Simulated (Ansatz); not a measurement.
MoPd (L1₀ or tetragonal B2, P4/mmm) under volume change, PBEsol in the plane-wave PAW code Ansatz, shape and atoms relaxed at each volume.

| V (Å³/atom) | E − E(relaxed) (meV/atom) | P (GPa) |
|---|---|---|
| 13.380 | 114.8 | 30.42 |
| 13.821 | 48.0 | 18.49 |
| 14.262 | 11.3 | 8.45 |
| 14.703 | 0.0 | 0.00 |
| 15.144 | 10.1 | -7.10 |
| 15.585 | [?] | [?] |
| 16.026 | [?] | [?] |

Complete the blanks.


- 15.585, E − E(relaxed) (meV/atom): 38.1
- 15.585, P (GPa): -13.06
- 16.026, E − E(relaxed) (meV/atom): 81.1
- 16.026, P (GPa): -18.05

What does a third-order Birch–Murnaghan fit give for V₀, B₀ and B′?

V₀ = 14.70 Å³/atom, B₀ = 257 GPa, B′ = 4.8.

The start of the workflow was typed in or built on a structure type; neither database checked (COD, Materials Project) lists it. Its standing as an ambient phase is unchecked. The PBEsol relaxation kept the symmetry of its start; its stability against distortions is not shown here. No spin polarisation was allowed.

Potentials: the later of the program's two PAW sets.
